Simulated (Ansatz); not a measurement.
The calculation used Ansatz 0.2.0, DFT r2SCAN, scalar-relativistic, plane waves, PAW.

Structure of SiC:

```yaml
crystal:
  lattice:
    - [1.53933, -2.66606, 0.00000]
    - [1.53933, 2.66606, 0.00000]
    - [0.00000, 0.00000, 15.10765]
  atoms:
    - { symbol: Si, position: [0.16669, 0.83331, 0.85770] }
    - { symbol: Si, position: [0.83331, 0.16669, 0.35770] }
    - { symbol: Si, position: [0.49998, 0.50002, 0.52450] }
    - { symbol: Si, position: [0.50002, 0.49998, 0.02450] }
    - { symbol: Si, position: [0.83336, 0.16664, 0.69122] }
    - { symbol: Si, position: [0.16664, 0.83336, 0.19122] }
    - { symbol: C, position: [0.49999, 0.50001, 0.64983] }
    - { symbol: C, position: [0.50001, 0.49999, 0.14983] }
    - { symbol: C, position: [0.16665, 0.83335, 0.98268] }
    - { symbol: C, position: [0.83335, 0.16665, 0.48268] }
    - { symbol: C, position: [0.83332, 0.16668, 0.81620] }
    - { symbol: C, position: [0.16668, 0.83332, 0.31620] }
```

Plane waves to 500 eV, a k mesh through Γ of 12×12×2 on the computed 12-atom cell and Gaussian smearing (0.02 eV); no spin polarisation.

Levels along Γ–M–K–Γ–A–L–H–A | L–M | H–K, in eV from a zero inside the gap, sorted by energy at each point. Points in fractions of the primitive reciprocal vectors: Γ (0.000 0.000 0.000), M (0.000 0.500 0.000), K (-0.333 0.667 0.000), A (0.000 0.000 0.500), L (0.000 0.500 0.500), H (-0.333 0.667 0.500).
```
point k (1/Å, with 2π) band 21  band 22  band 23  band 24  band 25  band 26  band 27
    Γ             0.000    -1.51    -1.23    -1.20    -1.19     4.55     4.72     5.13
    -             0.589    -2.39    -2.36    -1.92    -1.75     2.94     3.17     3.68
    M             1.178    -3.09    -3.06    -2.91    -2.35     1.19     1.41     2.47
    -             1.518    -3.73    -3.51    -3.27    -3.03     2.05     2.76     3.77
    K             1.859    -4.45    -3.51    -3.36    -3.36     2.73     2.73     3.04
    -             2.539    -3.05    -3.00    -2.54    -1.94     4.12     4.18     4.28
    Γ             3.219    -1.51    -1.23    -1.20    -1.19     4.55     4.72     5.13
    -             3.323    -1.41    -1.41    -1.22    -1.22     4.57     4.69     5.21
    A             3.427    -1.29    -1.29    -1.29    -1.29     4.62     4.62     5.37
    -             4.016    -2.23    -2.23    -1.93    -1.93     3.05     3.05     4.04
    L             4.606    -2.98    -2.98    -2.56    -2.56     1.25     1.25     2.69
    -             4.946    -3.96    -3.96    -2.94    -2.94     2.43     2.43     3.76
    H             5.286    -3.93    -3.93    -3.54    -3.54     2.91     2.91     3.63
    -             5.966    -3.23    -3.23    -2.08    -2.08     4.04     4.04     4.44
    A             6.646    -1.29    -1.29    -1.29    -1.29     4.62     4.62     5.37
    L             6.646    -2.98    -2.98    -2.56    -2.56     1.25     1.25     2.69
    -             6.750    -3.27    -2.89    -2.80    -2.40     1.20     1.36     2.54
    M             6.854    -3.09    -3.06    -2.91    -2.35     1.19     1.41     2.47
    H             6.854    -3.93    -3.93    -3.54    -3.54     2.91     2.91     3.63
    -             6.958    -4.28    -3.63    -3.44    -3.44     2.81     2.81     3.20
    K             7.062    -4.45    -3.51    -3.36    -3.36     2.73     2.73     3.04
```

Cost: 1 run of about 4.3 core-minutes, on Oxide Virtual Turin-like Processor (Zen 5) (shared hosts).